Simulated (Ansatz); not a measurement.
Bi₂LiTe₃:
```
CELL_PARAMETERS angstrom
      4.55906     0.00000     0.00000
     -2.27953     3.94826     0.00000
      0.00000     0.00000     9.99631
ATOMIC_POSITIONS crystal
  Te 0.33333 0.66667 0.64879
  Bi 0.66667 0.33333 0.81822
  Te 0.00000 0.00000 0.00000
  Bi 0.33333 0.66667 0.18178
  Te 0.66667 0.33333 0.35121
  Li 0.00000 0.00000 0.50000
```

Relaxed with PBE+D3(BJ). Special points in fractions of this cell's reciprocal vectors: Γ (0.000, 0.000, 0.000); M (0.500, 0.000, 0.000); K (0.333, 0.333, 0.000); A (0.000, 0.000, 0.500); L (0.500, 0.000, 0.500); H (0.333, 0.333, 0.500).

Problem. List the band energies nearest the Fermi level at these points for plane-wave PAW PBE+D3(BJ) with spin–orbit coupling (Ansatz code).

Solution. In eV from the Fermi level; about four levels below and three above (degenerate sets whole), none deeper than 8.9 eV; points with the same levels are listed once.

```json
[
 {"k": "Γ", "below": "-1.18 -1.18 -0.74 -0.74", "above": "0.06 0.06 0.15 0.15"},
 {"k": "M", "below": "-1.51 -1.51 -0.15 -0.15", "above": "1.44 1.44 1.56 1.56"},
 {"k": "K", "below": "-2.00 -2.00 -1.86 -1.86", "above": "0.23 0.23 1.33 1.33"},
 {"k": "A", "below": "-1.18 -1.18 -0.72 -0.72", "above": "0.01 0.01 0.28 0.28"},
 {"k": "L", "below": "-1.03 -1.03 -0.33 -0.33", "above": "0.74 0.74 1.44 1.44"},
 {"k": "H", "below": "-0.86 -0.86 -0.82 -0.82", "above": "0.60 0.60 0.71 0.71"}
]
```

Space group P-3m1. The cell is a constructed one: a structure type filled with these elements; neither database checked (COD, Materials Project) lists it. Its standing as an ambient phase is unchecked. Symmetry was held in the PBE+D3(BJ) relaxation; of distortions, only those at the zone centre were tested. With an odd number of electrons in the cell and no spin polarisation, the count alone makes it a metal.

Potentials: the later of the program's two PAW sets.
